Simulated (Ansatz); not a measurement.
**Property card for LaBi**

LaBi:
```
CELL_PARAMETERS angstrom
      0.00000     3.33098     3.33098
      3.33098     0.00000     3.33098
      3.33098     3.33098     0.00000
ATOMIC_POSITIONS crystal
  La 0.00000 0.00000 0.00000
  Bi 0.50000 0.50000 0.50000
```

Space group Fm-3m (No. 225), rock salt; conventional cell a = b = c = 6.6620 Å, α = β = γ = 90.00°.

Method: the program Ansatz at the r²SCAN level (PAW). Structure relaxed to zero pressure with the same functional. Other levels are named where they apply.

**Cell and energy**

* **Volume per atom**: 36.96 Å³
* **Density**: 7.82 g/cm³
* **Formation energy from the elements (no fitted shifts)**: -1.31 eV/atom

**Electronic structure**

- Electronic character: metallic (no gap)
- Density of states at the Fermi level: 0.04 states/eV per atom (mean over ±0.08 eV)
- Gap with spin–orbit coupling: none (metallic)

**Mechanics**

- Bulk modulus (Birch–Murnaghan fit) = 50.6 GPa
- Pressure derivative B′ = 4.2

**Charges**

Bader charges: La +1.57, Bi -1.57 e

The workflow started from an entry of the Crystallography Open Database (COD). Whether it is the stable phase at ambient conditions was not checked. The r²SCAN relaxation kept the symmetry of its start; its stability against distortions is not shown here. The references are the lowest solids computed at this level, not always the standard phases. Spin–orbit coupling is left out wherever it is not named.

Potentials: the later of the program's two PAW sets.
